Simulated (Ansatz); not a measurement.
Relaxed-ion elastic tensor of CaAl2O4 in space group P6_3 (No. 173; Pearson symbol hP42) in GPa (Voigt order), r²SCAN (plane waves, PAW; program Ansatz); density 2.94 g/cm³, 12.76 Å³ per atom.

|  | 1 | 2 | 3 | 4 | 5 | 6 |
|---|---|---|---|---|---|---|
| 1 | 176 | 83.6 | 40.0 | 0.0 | 0.0 | 0.0 |
| 2 | 83.6 | 176 | 40.0 | 0.0 | 0.0 | 0.0 |
| 3 | 40.0 | 40.0 | 116 | 0.0 | 0.0 | 0.0 |
| 4 | 0.0 | 0.0 | 0.0 | 43.0 | 0.0 | 0.0 |
| 5 | 0.0 | 0.0 | 0.0 | 0.0 | 43.0 | 0.0 |
| 6 | 0.0 | 0.0 | 0.0 | 0.0 | 0.0 | 46.2 |

Question: Is the crystal mechanically stable?

Answer: Yes: the smallest eigenvalue of C is 43.0 GPa.

Question: Work out the Voigt, Reuss and Hill averages.

Answer: K_V = 88.3, K_R = 81.1, K_H = 84.7; G_V = 46.7, G_R = 45.6, G_H = 46.2 GPa.

Question: Give Young's modulus, Poisson's ratio, Pugh's ratio and the universal anisotropy index.

Answer: E = 9KG/(3K + G) = 117 GPa; ν = 0.27; K/G = 1.84 (near the Pugh limit of 1.75, no verdict); A_U = 5G_V/G_R + K_V/K_R − 6 = 0.21.

Question: Estimate the sound speeds and the Debye temperature.

Answer: v_l = √((K + 4G/3)/ρ) = 7060 m/s, v_t = √(G/ρ) = 3960 m/s, mean 4410 m/s; Θ = (h/k)(3n/4πV)^(1/3) v_m = 562 K.

Question: Solve the Christoffel equation for the three sound speeds along x, y, z.

Answer: Eigenvalues of C_ijkl n_j n_l equal ρv² (piezoelectric stiffening left out). In km/s, slowest first: x 3.83, 3.97, 7.74; y 3.83, 3.97, 7.74; z 3.83, 3.83, 6.27.

Question: How much does each axis shrink under pressure?

Answer: Linear compressibilities β_i = Σ_j S_ij (j = 1 to 3): x 2.8, y 2.8, z 6.7 per TPa.

The first step of the workflow began from a Materials Project structure, measured or hypothetical; the Crystallography Open Database copy checked does not list it. COD files the formula under space group No. 14, so this cell is another polymorph or a model. Its standing as an ambient phase is unchecked. The r²SCAN relaxation kept the symmetry of its start; whether a distortion lowers the energy is not shown.

Potentials: the earlier of the program's two PAW sets.
